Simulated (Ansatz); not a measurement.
ZrGeS:
Space group P4/nmm, origin choice 1 (No. 129); a = 3.602 Å, b = 3.602 Å, c = 7.983 Å, α = 90.00°, β = 90.00°, γ = 90.00°

```
atom  site  symmetry       x       y       z
----  ----  --------  ------  ------  ------
Zr      2c       4mm  0.5000  0.0000  0.2764
Ge      2a      -4m2  0.0000  0.0000  0.0000
S       2c       4mm  0.0000  0.5000  0.3797
```

Relaxed at zero pressure with DFT-PBEsol in the program Ansatz with PAW potentials.

Problem. The volume is lowered by 9 % and shape and atoms relax at that volume. What pressure results, and how do the axes share the change?

Solution. 15.4 GPa; a -3.1 %, b -3.1 %, c -3.1 %; the energy rises by 68 meV/atom.

Problem. Give the new structure.

Solution. 
Space group P4/nmm, origin choice 1 (No. 129); a = 3.492 Å, b = 3.492 Å, c = 7.733 Å, α = 90.00°, β = 90.00°, γ = 90.00°

```json
[
 {"atom": "Zr", "site": "2c", "symmetry": "4mm", "x": "0.5000", "y": "0.0000", "z": "0.2775"},
 {"atom": "Ge", "site": "2a", "symmetry": "-4m2", "x": "0.0000", "y": "0.0000", "z": "0.0000"},
 {"atom": "S", "site": "2c", "symmetry": "4mm", "x": "0.0000", "y": "0.5000", "z": "0.3803"}
]
```

The phase is kept; no other phase was compared at this pressure.

The first step of the workflow began from a Materials Project structure, measured or hypothetical; the Crystallography Open Database files this formula in space group No. 129, but the cells were not matched. Its standing as an ambient phase is unchecked. The PBEsol relaxation kept the symmetry of its start; its stability against distortions is not shown here. The run is not spin-polarised.

Potentials: the later of the program's two PAW sets.
